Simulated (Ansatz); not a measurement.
**Calculated coordination and B-10 quadrupole coupling for B6As**

Cell: a computed structure from the Materials Project (it need not be an observed phase), taken as it stands.

Space group R-3m:H (No. 166); a = 6.1368, c = 11.8948 Å, γ = 120.00°.

```
site  Wyckoff  site symmetry       x       y       z
  B1      18h             .m  0.8968  0.7936  0.1185
  B3      18h             .m  0.1831  0.8169  0.6387
  As       6c             3m  0.0000  0.0000  0.6006
```

One atom of each set is listed; the run and its k-mesh use a cell of 14 atoms with edges of 5.32, 5.32, 5.32 Å.

The numbers come from a DFT calculation in Ansatz (PBE, plane waves and PAW (field gradients read without the response of the frozen cores, which leaves them typically 4 to 6 % off), scalar-relativistic, 420 eV cutoff, Γ-centred 6×6×6 k-points, Fermi–Dirac smearing 0.05 eV).

Q(B-10) = 84.59 mb.

Task: Rank these B sites by |C_Q|, smallest first.
A. B1: 6 B at 1.77–1.90 Å
B. B3: 5 B at 1.73–1.81 Å, 1 As at 2.00 Å

Result: B (0.619 MHz, η = 0.62), A (2.67 MHz, η = 0.25).

Like point charges on the first shell alone (each adding as 1/d³) would give the same order.
